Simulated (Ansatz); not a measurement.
SbPd (CsCl type, Pm-3m) under volume change, DFT-r²SCAN in the program Ansatz with PAW potentials, scaled uniformly.

```
V (Å³/atom)  E − E(relaxed) (meV/atom)  P (GPa)
-----------  -------------------------  -------
17.738                               ?        ?
18.323                               ?        ?
18.908                             6.6     3.78
19.493                             0.0     0.00
20.078                             5.8    -3.10
20.662                            22.0    -5.70
21.247                            47.0    -7.91
```

Problem. Some entries are withheld; supply them.

Solution. 
- 17.738, E − E(relaxed) (meV/atom): 68.9
- 17.738, P (GPa): 13.86
- 18.323, E − E(relaxed) (meV/atom): 28.6
- 18.323, P (GPa): 8.40

Problem. What does a third-order Birch–Murnaghan fit give for V₀, B₀ and B′?

Solution. V₀ = 19.50 Å³/atom, B₀ = 115 GPa, B′ = 5.2.

The cell is a constructed one: a structure type filled with these elements; neither database checked (COD, Materials Project) lists it. COD files the formula under space group No. 194. Whether it is the stable phase at ambient conditions was not checked. The cell was relaxed with r²SCAN under the symmetry of its start; its stability against distortions is not shown here. No spin polarisation was allowed. Spin–orbit coupling is left out wherever it is not named.

Potentials: the earlier of the program's two PAW sets.
